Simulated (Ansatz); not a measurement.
Here is the system:

Zn:
```cif
data_Zn2
_chemical_formula_sum 'Zn2'
_space_group_name_H-M_alt 'P 1'
_space_group_IT_number 1
_cell_length_a 2.58765
_cell_length_b 2.58765
_cell_length_c 4.92778
_cell_angle_alpha 90.000
_cell_angle_beta 90.000
_cell_angle_gamma 120.000
loop_
_space_group_symop_operation_xyz
  'x, y, z'
loop_
_atom_site_label
_atom_site_type_symbol
_atom_site_fract_x
_atom_site_fract_y
_atom_site_fract_z
_atom_site_occupancy
Zn1 Zn 0.33333 0.66667 0.25000 1
Zn2 Zn 0.66667 0.33333 0.75000 1
```

This is the PBEsol-relaxed structure.

Q: All from plane-wave PAW PBEsol (Ansatz code), unless another level is named. Give the Hill bulk and shear moduli.

A: 81.1 and 46.2 GPa.

Q: What about the highest zone-centre frequency?

A: 138 cm⁻¹.

Space group P6_3/mmc (hcp (Mg type)). The cell keeps a stress of up to 0.3 GPa. The cell was relaxed with PBEsol under the symmetry of its start; of distortions, only those at the zone centre were tested. As this level gives no gap, shear constants depend on the k-mesh and smearing (Fermi–Dirac, 0.1 eV here). As this level gives no gap, phonon frequencies hold no LO–TO term and depend on the k-mesh and smearing (Fermi–Dirac, 0.1 eV here). On the denser mesh and wider smearing of the elastic run this cell carries a stress of 0.7 GPa.

Potentials: the earlier of the program's two PAW sets.
